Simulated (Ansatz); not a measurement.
An Ansatz (an electronic-structure program) input:

Ansatz 0.2 input:
```yaml
crystal:
  lattice:
    - [4.3401765751, 0.0, 0.0]
    - [-2.1700882875, 3.7587031709, 0.0]
    - [0.0, 0.0, 7.0777217746]
  atoms:
    - { symbol: Cd, position: [0.6666666667, 0.3333333333, 0.000555016] }
    - { symbol: Cd, position: [0.3333333333, 0.6666666667, 0.500555016] }
    - { symbol: Se, position: [0.6666666667, 0.3333333333, 0.624644984] }
    - { symbol: Se, position: [0.3333333333, 0.6666666667, 0.124644984] }
kpoints:
  mp_grid: { grid: [6, 6, 3] }
  band_path:
    path:
      - [[0.0, 0.0, 0.0], [0.5, 0.0, 0.0], [0.3333333333, 0.3333333333, 0.0], [0.0, 0.0, 0.0], [0.0, 0.0, 0.5], [0.5, 0.0, 0.5], [0.3333333333, 0.3333333333, 0.5], [0.0, 0.0, 0.5]]  # Γ-M-K-Γ-A-L-H-A
      - [[0.5, 0.0, 0.5], [0.5, 0.0, 0.0]]  # L-M
      - [[0.3333333333, 0.3333333333, 0.5], [0.3333333333, 0.3333333333, 0.0]]  # H-K
      - [VBM, CBM]
    npoints: 8
hamiltonian:
  xc: r2scan
  pseudopotentials: { kind: paw }
magnetization: { noncollinear: true, spin_orbit: true }
scf:
  n_extra_bands: 12
  convergence: { dr2_threshold: 0.0000000001 }
  occupations: { method: gaussian, width: 0.01 }
checkpoint: { write: soc.run }
output: { eigenvalues: true }
```

How many symmetry operations and irreducible k-points will the run report?

12 operations, 14 of 108 k-points.

With a cutoff of 500 eV, how many plane waves at Γ?

2875.

It took roughly 5 core-minutes on shared server cores.

Space group P6_3mc (wurtzite). Symmetry was held in the r²SCAN relaxation; of distortions, only those at the zone centre were tested.

Potentials: the later of the program's two PAW sets.

Ansatz is a plane-wave DFT program.
